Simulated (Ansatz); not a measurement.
# Guessed and relaxed cells of NaScTe₂

Recipe of this trial structure of NaScTe₂: random cell by space group and Wyckoff sites (Cmmm, No. 65). The dimensions are guesses.

start.cif

```cif
data_structure
_symmetry_space_group_name_H-M 'P 1'
_symmetry_Int_Tables_number 1
_cell_length_a 3.9550
_cell_length_b 3.9550
_cell_length_c 9.5045
_cell_angle_alpha 90.000
_cell_angle_beta 90.000
_cell_angle_gamma 94.496
_cell_volume 148.21
loop_
_atom_site_label
_atom_site_type_symbol
_atom_site_fract_x
_atom_site_fract_y
_atom_site_fract_z
_atom_site_occupancy
Na1 Na 0.00000 0.00000 0.00000 1
Sc1 Sc 0.50000 0.50000 0.00000 1
Te1 Te 0.50000 0.50000 0.23220 1
Te2 Te 0.50000 0.50000 0.76780 1
```

These are results of Ansatz, DFT PBE, scalar-relativistic, plane waves, PAW, not measurements. Cutoff 420 eV, Gaussian smearing, Γ-centred meshes. Cell and atoms relax first on a coarse mesh and then on a finer one. In between, the cell is made exact in the group found at 0.06 Å. In metals the finer mesh still leaves noise of several meV/atom or more. The steps can't lower the symmetry of their start. No spin polarisation in the relaxation; trial moments died out in a coarse test.

end.cif

```cif
data_structure
_symmetry_space_group_name_H-M 'P 1'
_symmetry_Int_Tables_number 1
_cell_length_a 4.7203
_cell_length_b 4.7203
_cell_length_c 10.0875
_cell_angle_alpha 90.000
_cell_angle_beta 90.000
_cell_angle_gamma 90.000
_cell_volume 224.76
loop_
_atom_site_label
_atom_site_type_symbol
_atom_site_fract_x
_atom_site_fract_y
_atom_site_fract_z
_atom_site_occupancy
Na1 Na 0.00000 0.00000 0.00000 1
Sc1 Sc 0.50000 0.50000 0.00000 1
Te1 Te 0.50000 0.50000 0.25838 1
Te2 Te 0.50000 0.50000 0.74162 1
```

The symmetry goes from Cmmm (No. 65) to P4/mmm (No. 123). The volume per atom grows by 51.6 %, from 37.1 to 56.2 Å³. The shortest distance goes from 2.21 Å (Sc–Te) to 2.61 Å (Sc–Te). The energy falls by about 0.88 eV/atom (the start's value is from the coarse mesh).

```yaml
Volume_per_atom: 56.2 Å³
Density: 2.4 g/cm³
Energy_over_the_elements: +0.22 eV/atom
Gap_on_the_10×10×6_mesh_of_the_4-atom_cell: 0 eV (a metal)
```

Energies over the elements count from the elements' standard structures at the same level, with no fitted energy shifts. It can't be a ground state, since the elements alone are lower.

The last run used Gaussian smearing of 0.10 eV. Weakly bound directions are ill-defined at this level, which has no dispersion term. These runs have no spin–orbit coupling, which can matter for Te. The reference form of Te is held partly by dispersion forces, which this level lacks. Symmetry constrained the relaxation, so the result can be a saddle point. In all, the 3 runs took 4.2 min on 1 thread of Intel(R) Xeon(R) Platinum 8259CL CPU @ 2.50GHz (Skylake/Cascade Lake), with other jobs on the host.
